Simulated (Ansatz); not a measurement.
GaN:
```xyz
2
Lattice="0.0000 2.2277 2.2277 2.2277 0.0000 2.2277 2.2277 2.2277 0.0000" Properties=species:S:1:pos:R:3 pbc="T T T"
N      3.3415     3.3415     3.3415
Ga     0.0000     0.0000     0.0000
```

x, y and z are the axes in which the lattice vectors are written.

Question: Give the high-frequency dielectric tensor and the Born effective charge tensors of the independent atoms from DFPT, DFT-LDA in the program Ansatz with PAW potentials.

Answer: 
ε∞:
```
5.77  0.00  0.00
0.00  5.77  0.00
0.00  0.00  5.77
```
Z* of atom 1 (N), rows: field, columns: displacement, in e:
```
-2.63   0.00   0.00
 0.00  -2.63   0.00
 0.00   0.00  -2.63
```
Z* of atom 2 (Ga), rows: field, columns: displacement, in e:
```
2.63  0.00  0.00
0.00  2.63  0.00
0.00  0.00  2.63
```

Space group F-43m (zinc blende). The LDA relaxation kept the symmetry of its start. Spin–orbit coupling is left out wherever it is not named.

Potentials: the later of the program's two PAW sets.
